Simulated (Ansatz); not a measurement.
Start of a relaxation of CrCdC₄N₄:

```cif
data_structure
_symmetry_space_group_name_H-M 'P-43m'
_symmetry_Int_Tables_number 215
_cell_length_a 6.0108
_cell_length_b 6.0108
_cell_length_c 6.0108
_cell_angle_alpha 90.000
_cell_angle_beta 90.000
_cell_angle_gamma 90.000
_cell_volume 217.17
loop_
_atom_site_label
_atom_site_type_symbol
_atom_site_symmetry_multiplicity
_atom_site_Wyckoff_symbol
_atom_site_fract_x
_atom_site_fract_y
_atom_site_fract_z
_atom_site_occupancy
Cr1 Cr 1 a 0.00000 0.00000 0.00000 1
Cd1 Cd 1 b 0.50000 0.50000 0.50000 1
C1 C 4 e 0.18615 0.18615 0.18615 1
N1 N 4 e 0.29853 0.29853 0.29853 1
```

Computed with Ansatz 0.2.0, DFT PBE, scalar-relativistic, plane waves, PAW. Cutoff 420 eV, Gaussian smearing, Γ-centred meshes. Cell and atoms relax first on a coarse mesh and then on a finer one. In between, the cell is made exact in the group found at 0.06 Å. In metals the finer mesh still leaves noise of several meV/atom or more. The steps can't lower the symmetry of their start. Collinear spin, starting moments Cr 3.0 μB.

A guess keeps its type if space group and coordination stay and the shape of the cell changes little (axis ratios within about 15 %, angles within 6°); the volume may change.

Question: Does this structure survive the relaxation?

Answer: It keeps its type. The symmetry stays P-43m (No. 215). The volume per atom grows by 12.3 %, from 21.7 to 24.4 Å³. The shortest distance stays 1.17 Å (C–N). Counting neighbours within 15 % of an atom's shortest distance, the start has C 1, Cd 4, Cr 4, N 1 and the end C 1, Cd 4, Cr 4, N 1.

The zero of energy is the elements' standard structures at the same level (N₂ as a molecule); no fitted shifts are applied.

Question: At what energy does it end?

Answer: +0.45 eV/atom. The separate elements lie lower, so it is unstable against them.

The last run used collinear spin, a 6×6×6 mesh for its 10-atom cell and Gaussian smearing of 0.10 eV. The reference form of C is held partly by dispersion forces, which this level lacks. The magnetic state reached may not be the lowest. A later test with randomly moved atoms led to a structure 77 meV/atom lower, so this end is a saddle point or a shallow minimum.
